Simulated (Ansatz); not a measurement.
CdS$_{5}$ (P6/mmm)

The calculation used DFT PBE, scalar-relativistic, plane waves, PAW in Ansatz.

Settings: cutoff 420 eV, Γ-centred mesh 6×6×14 on the computed 6-atom cell, Gaussian smearing of 0.10 eV; no spin polarisation.

The structure is relaxed at this level of theory with its symmetry kept, and needn't be the ground state of this composition.

Space group P6/mmm (No. 191), hexagonal, a = 8.099 Å, c = 2.645 Å. Cd has 2 Cd at 2.65 Å; S on a site of symmetry mmm has 2 S at 2.34 Å and 2 S at 2.65 Å; around S on a site of symmetry -6m2 lie 3 S at 2.34 Å and 2 S at 2.65 Å.

* Volume per atom: 169.0 bohr³
* Formation energy from the elements' standard states (uncorrected): +0.436 eV/atom
* Kohn–Sham band gap: none (metal)
* Density of states at the Fermi level: 2.9 states/eV per cell
* Orbital (Löwdin) character within 0.5 eV of the Fermi level: S 3p 80 %, S 3s 7 %, unprojected 6 %
* Bader charge by site (e): Cd (1 in the cell) 0.31, S (3 in the cell) -0.08, S (2 in the cell) -0.04

Another cell of CdS5 relaxed alike, in P6/mmm, lies 133 meV/atom lower, so this cell isn't the stable form at this level.

The cell was found from a structure generator's guess, not taken from experiment. Löwdin shares on free-atom orbitals overweight diffuse shells.
